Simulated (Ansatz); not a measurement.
Al₂O₃:
```cif
data_Al6O9
_chemical_formula_sum 'Al6 O9'
_space_group_name_H-M_alt 'R3m :H'
_space_group_IT_number 160
_space_group_name_Hall 'R 3 -2"'
_cell_length_a 3.01566
_cell_length_b 3.01566
_cell_length_c 17.32328
_cell_angle_alpha 90.000
_cell_angle_beta 90.000
_cell_angle_gamma 120.000
loop_
_atom_site_label
_atom_site_type_symbol
_atom_site_symmetry_multiplicity
_atom_site_Wyckoff_symbol
_atom_site_fract_x
_atom_site_fract_y
_atom_site_fract_z
_atom_site_occupancy
Al1 Al 3 a 0.00000 0.00000 0.80706 1
Al2 Al 3 a 0.00000 0.00000 0.30671 1
O1 O 3 a 0.00000 0.00000 0.97179 1
O2 O 3 a 0.00000 0.00000 0.41788 1
O3 O 3 a 0.00000 0.00000 0.19354 1
```
(The calculation used a cell of 5 atoms; values per cell refer to that cell.)

Relaxed with PBEsol. PBEsol in the plane-wave PAW code Ansatz gives a gap of 4.07 eV.

### Question
What gap does HSE06 give on the same cell (Ansatz, PAW)?

### Answer
5.95 eV, 1.88 eV more. The hybrid was solved on a coarser mesh and at special points; its gap is the smallest among all of these.

```json
[
 {"k": "Γ", "v1 PBEsol": "0.00", "c1 PBEsol": "4.07", "v1 HSE06": "0.00", "c1 HSE06": "5.95"},
 {"k": "T", "v1 PBEsol": "-1.09", "c1 PBEsol": "5.57", "v1 HSE06": "(withheld)", "c1 HSE06": "(withheld)"},
 {"k": "L", "v1 PBEsol": "-0.87", "c1 PBEsol": "6.75", "v1 HSE06": "-0.94", "c1 HSE06": "8.75"},
 {"k": "F", "v1 PBEsol": "-1.19", "c1 PBEsol": "6.55", "v1 HSE06": "(withheld)", "c1 HSE06": "(withheld)"},
 {"k": "S0", "v1 PBEsol": "-0.87", "c1 PBEsol": "7.91", "v1 HSE06": "(withheld)", "c1 HSE06": "(withheld)"},
 {"k": "H0", "v1 PBEsol": "-0.86", "c1 PBEsol": "7.90", "v1 HSE06": "(withheld)", "c1 HSE06": "(withheld)"}
]
```

### Question
Top valence (v1) and lowest conduction level (c1) in eV from each method's valence maximum (which need not be a listed point): supply the withheld HSE06 values.

### Answer

- S0, v1 HSE06: -0.91
- S0, c1 HSE06: 9.99
- H0, v1 HSE06: -0.91
- H0, c1 HSE06: 9.98
- T, v1 HSE06: -1.08
- T, c1 HSE06: 7.47
- F, v1 HSE06: -1.24
- F, c1 HSE06: 8.53

Cost on shared cores: the PBEsol run (SCF on a 11×11×11 mesh, then bands and DOS) around 29 core-seconds (rough), the HSE06 run (SCF on 6×6×6, then a few points) roughly 100 core-seconds; the tasks are unlike.

The workflow started from a Materials Project entry (that database holds measured and hypothetical structures alike); the Crystallography Open Database copy checked does not list it. It is not the phase usual at ambient conditions (space group No. 167). The cell was relaxed with PBEsol under the symmetry of its start; its stability against distortions is not shown here.

Potentials: the later of the program's two PAW sets.
